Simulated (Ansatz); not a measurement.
The elements of this relaxed trial crystal are hidden behind letters.

```
lattice vectors (Å)
  -2.5106    2.5106    5.5928
   2.5106   -2.5106    5.5928
   2.5106    2.5106   -5.5928
fractional positions
X 0.0000 0.5000 0.5000
X 0.8239 0.8239 0.0000
X 0.5000 0.0000 0.5000
X 0.1761 0.1761 0.0000
Z 0.2500 0.7500 0.5000
Z 0.7500 0.2500 0.5000
Z 0.5000 0.5000 0.0000
Q 0.0000 0.0000 0.0000
```

Method: DFT PBE, scalar-relativistic, plane waves, PAW in Ansatz. Cutoff 420 eV, Γ-centred 10×10×10 mesh (8-atom cell), Gaussian smearing of 0.10 eV, no spin polarisation.

- Space group: I4/mmm (No. 139)
- Conventional cell: a = 5.021 Å, c = 11.186 Å
- Volume per atom: 17.63 Å³
- Density: 6.10 g/cm³
- Formation energy: +0.13 eV/atom
- Gap on the 10×10×10 mesh of the 8-atom cell: 0 eV (a metal)

Energies are uncorrected and count from the elements' standard states at the same level.

Question: X is a p-block element of period 4, Z is a p-block element of period 4 and Q is a p-block element of period 2. Which elements are they?

Answer: X = Ga, Z = As, Q = N, so the formula is Ga4As3N. Density times volume gives a mean mass of 6.10 × 17.63/1.6605 = 64.8 u per atom, and this set has 64.7 u. Ga on a site of symmetry mmm is surrounded by 2 As at 2.51 Å, 2 N at 2.51 Å and 2 As at 2.80 Å; As on a site of symmetry -4m2 is surrounded by 6 Ga at 2.64–2.80 Å; N has 2 Ga at 1.97 Å and 4 Ga at 2.51 Å; 2 more sites not described. Other sets within the hints have nearly the same mass, so mass alone doesn't settle it; this one was computed.

Symmetry constrained the relaxation, so the result can be a saddle point.
